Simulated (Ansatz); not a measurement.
BaGaGeH:
```
BaGaGeH
1.0
    4.32856     0.00000     0.00000
   -2.16428     3.74865     0.00000
    0.00000     0.00000     5.24312
Ba Ga Ge H
1 1 1 1
Cartesian
  0.00000   2.49910   0.01356
  0.00000   0.00000   2.88360
  2.16428   1.24955   2.35677
  0.00000   0.00000   4.60256
```

Relaxed with r²SCAN. Special points in fractions of this cell's reciprocal vectors: Γ (0.000, 0.000, 0.000); M (0.500, 0.000, 0.000); K (0.333, 0.333, 0.000); A (0.000, 0.000, 0.500); L (0.500, 0.000, 0.500); H (0.333, 0.333, 0.500).

### Question
List the band energies nearest the valence-band maximum at these points for r²SCAN with spin–orbit coupling in the plane-wave PAW code Ansatz.

### Answer
In eV from the valence-band maximum; about four levels below and three above (degenerate sets whole), none deeper than 8.9 eV; points with the same levels are listed once.

```json
[
 {"k": "Γ", "below": "-0.53 -0.53 -0.42 -0.42", "above": "0.71 0.71 3.64 3.64"},
 {"k": "M", "below": "-1.40 -1.40 -0.58 -0.58", "above": "0.74 0.74 2.17 2.17"},
 {"k": "K", "below": "-3.20 -3.19 -0.90 -0.90", "above": "1.36 1.40 3.02"},
 {"k": "A", "below": "-0.05 -0.05 0.00 0.00", "above": "0.50 0.50 2.08 2.08"},
 {"k": "L", "below": "-1.88 -1.88 -1.00 -1.00", "above": "1.92 1.92 3.74 3.74"},
 {"k": "H", "below": "-2.58 -2.55 -0.70 -0.58", "above": "3.77 3.78 4.05"}
]
```

Space group P3m1. The first step of the workflow began from a Materials Project structure, measured or hypothetical; the Crystallography Open Database files this formula in space group No. 156, but the cells were not matched. Its standing as an ambient phase is unchecked. Symmetry was held in the r²SCAN relaxation; its stability against distortions is not shown here.

Potentials: the later of the program's two PAW sets.
